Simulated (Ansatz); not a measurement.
Data:

ZnNi:
```
CELL_PARAMETERS angstrom
      2.80671     0.00000     0.00000
      0.00000     2.80671     0.00000
      0.00000     0.00000     2.80671
ATOMIC_POSITIONS crystal
  Zn 0.50000 0.50000 0.50000
  Ni 0.00000 0.00000 0.00000
```

This is the LDA-relaxed structure.

**Question.** All from DFT-LDA in the program Ansatz with PAW potentials, unless another level is named. Estimate the density of states at the Fermi level.

**Answer.** 0.61 states/eV per atom (mean over ±0.08 eV).

**Question.** And the formation energy from the elements (no fitted shifts)?

**Answer.** -0.28 eV/atom.

Space group Pm-3m (CsCl type). The first step of the workflow began from a Materials Project structure, measured or hypothetical; the Crystallography Open Database files this formula in space group No. 221, but the cells were not matched. Its standing as an ambient phase is unchecked. The LDA relaxation kept the symmetry of its start. At this level the phase is mechanically unstable. The run is not spin-polarised. The references are the lowest solids computed at this level, not always the standard phases.

Potentials: the later of the program's two PAW sets.
